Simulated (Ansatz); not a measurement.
A relaxation computed with Ansatz, from input to last step.

```yaml
crystal:
  lattice:
    - [2.519, 1.4543453281, 4.5906666667]
    - [-2.519, 1.4543453281, 4.5906666667]
    - [0.0, -2.9086906562, 4.5906666667]
  atoms:
    - { symbol: Fe, position: [0.3553, 0.3553, 0.3553], spin: 0.94 }
    - { symbol: Fe, position: [0.1447, 0.1447, 0.1447], spin: 0.94 }
    - { symbol: Fe, position: [0.6447, 0.6447, 0.6447], spin: 0.94 }
    - { symbol: Fe, position: [0.8553, 0.8553, 0.8553], spin: 0.94 }
    - { symbol: O, position: [0.5559, 0.9441, 0.25] }
    - { symbol: O, position: [0.25, 0.5559, 0.9441] }
    - { symbol: O, position: [0.9441, 0.25, 0.5559] }
    - { symbol: O, position: [0.4441, 0.0559, 0.75] }
    - { symbol: O, position: [0.75, 0.4441, 0.0559] }
    - { symbol: O, position: [0.0559, 0.75, 0.4441] }
basis:
  ecutwfc: 420
kpoints:
  mp_grid: { grid: [12, 12, 12] }
hamiltonian:
  xc: pbesol
scf:
  occupations: { method: gaussian, width: 0.1 }
output:
  forces: true
  stress: true
  eigenvalues: true
  populations: true
  write_density: true
  write_potential: true
  elf: true
  volumetric_format: npy
magnetization:
  spin_polarized: true
relax:
  adjacent_minimum: "off"
  f_tol: 0.01
  max_steps: 40
```

```bash
ansatz run input.yaml --threads 2 --pin off --max-ram 5120MiB --backend cpu --events-out ev --progress --plain --runs-dir out
```

Computed with DFT PBEsol, scalar-relativistic, plane waves, PAW in Ansatz 0.2.0.

Of 6 frames 5 are shown, positions in Å and forces in eV/Å; the SCF threshold varies from step to step.

```xyz
10
Lattice="2.5190 1.4543 4.5907 -2.5190 1.4543 4.5907 0.0000 -2.9087 4.5907" Properties=species:S:1:pos:R:3:forces:R:3 pbc="T T T" step=1 free_energy_over_end_meV_per_atom=28.94
Fe    0.0000    0.0000    4.8932    0.0000    0.0000   -0.9524
Fe    0.0000    0.0000    1.9928    0.0000    0.0000    0.9524
Fe    0.0000    0.0000    8.8788    0.0000    0.0000    0.9524
Fe    0.0000    0.0000   11.7792    0.0000    0.0000   -0.9524
O    -0.9779    1.4543    8.0337    0.1224    0.0000    0.0000
O    -0.7706   -1.5740    8.0337   -0.0612    0.1060    0.0000
O     1.7484    0.1197    8.0337   -0.0612   -0.1060    0.0000
O     0.9779   -1.4543    5.7383   -0.1224    0.0000    0.0000
O     0.7706    1.5740    5.7383    0.0612   -0.1060    0.0000
O    -1.7484   -0.1197    5.7383    0.0612    0.1060    0.0000
10
Lattice="2.5190 1.4543 4.5907 -2.5190 1.4543 4.5907 0.0000 -2.9087 4.5907" Properties=species:S:1:pos:R:3:forces:R:3 pbc="T T T" step=2 free_energy_over_end_meV_per_atom=11.95
Fe    0.0000    0.0000    4.8439    0.0000    0.0000   -0.7035
Fe    0.0000    0.0000    2.0421    0.0000    0.0000    0.7035
Fe    0.0000    0.0000    8.9281    0.0000    0.0000    0.7035
Fe    0.0000    0.0000   11.7299    0.0000    0.0000   -0.7035
O    -0.9424    1.4543    8.0337   -0.0761    0.0000    0.0000
O    -0.7883   -1.5433    8.0337    0.0380   -0.0659    0.0000
O     1.7307    0.0889    8.0337    0.0380    0.0659    0.0000
O     0.9424   -1.4543    5.7383    0.0761    0.0000    0.0000
O     0.7883    1.5433    5.7383   -0.0380    0.0659    0.0000
O    -1.7307   -0.0889    5.7383   -0.0380   -0.0659    0.0000
10
Lattice="2.5190 1.4543 4.5907 -2.5190 1.4543 4.5907 0.0000 -2.9087 4.5907" Properties=species:S:1:pos:R:3:forces:R:3 pbc="T T T" step=3 free_energy_over_end_meV_per_atom=1.48
Fe    0.0000    0.0000    4.7623    0.0000    0.0000   -0.0532
Fe    0.0000    0.0000    2.1237    0.0000    0.0000    0.0532
Fe    0.0000    0.0000    9.0097    0.0000    0.0000    0.0532
Fe    0.0000    0.0000   11.6483    0.0000    0.0000   -0.0532
O    -0.9137    1.4543    8.0337   -0.2025    0.0000    0.0000
O    -0.8027   -1.5184    8.0337    0.1012   -0.1753    0.0000
O     1.7163    0.0641    8.0337    0.1012    0.1753    0.0000
O     0.9137   -1.4543    5.7383    0.2025    0.0000    0.0000
O     0.8027    1.5184    5.7383   -0.1012    0.1753    0.0000
O    -1.7163   -0.0641    5.7383   -0.1012   -0.1753    0.0000
10
Lattice="2.5190 1.4543 4.5907 -2.5190 1.4543 4.5907 0.0000 -2.9087 4.5907" Properties=species:S:1:pos:R:3:forces:R:3 pbc="T T T" step=4 free_energy_over_end_meV_per_atom=0.46
Fe    0.0000    0.0000    4.7588    0.0000    0.0000    0.0529
Fe    0.0000    0.0000    2.1272    0.0000    0.0000   -0.0529
Fe    0.0000    0.0000    9.0132    0.0000    0.0000   -0.0529
Fe    0.0000    0.0000   11.6448    0.0000    0.0000    0.0529
O    -0.9505    1.4543    8.0337    0.1135    0.0000    0.0000
O    -0.7842   -1.5504    8.0337   -0.0567    0.0983    0.0000
O     1.7348    0.0960    8.0337   -0.0567   -0.0983    0.0000
O     0.9505   -1.4543    5.7383   -0.1135    0.0000    0.0000
O     0.7842    1.5504    5.7383    0.0567   -0.0983    0.0000
O    -1.7348   -0.0960    5.7383    0.0567    0.0983    0.0000
10
Lattice="2.5190 1.4543 4.5907 -2.5190 1.4543 4.5907 0.0000 -2.9087 4.5907" Properties=species:S:1:pos:R:3:forces:R:3 pbc="T T T" step=6 free_energy_over_end_meV_per_atom=0.00
Fe    0.0000    0.0000    4.7615    0.0000    0.0000   -0.0007
Fe    0.0000    0.0000    2.1245    0.0000    0.0000    0.0007
Fe    0.0000    0.0000    9.0105    0.0000    0.0000    0.0007
Fe    0.0000    0.0000   11.6475    0.0000    0.0000   -0.0007
O    -0.9379    1.4543    8.0337    0.0008    0.0000    0.0000
O    -0.7905   -1.5394    8.0337   -0.0004    0.0007    0.0000
O     1.7285    0.0851    8.0337   -0.0004   -0.0007    0.0000
O     0.9379   -1.4543    5.7383   -0.0008    0.0000    0.0000
O     0.7905    1.5394    5.7383    0.0004   -0.0007    0.0000
O    -1.7285   -0.0851    5.7383    0.0004    0.0007    0.0000
```

The run took 7.3 min on 2 threads of Oxide Virtual Turin-like Processor (Zen 5), on a shared host, peak memory 1.8 GiB.

The state reached may not be the lowest one. The program reads another magnetic order as possibly lower. Moments started parallel, and an antiferromagnetic order may lie lower.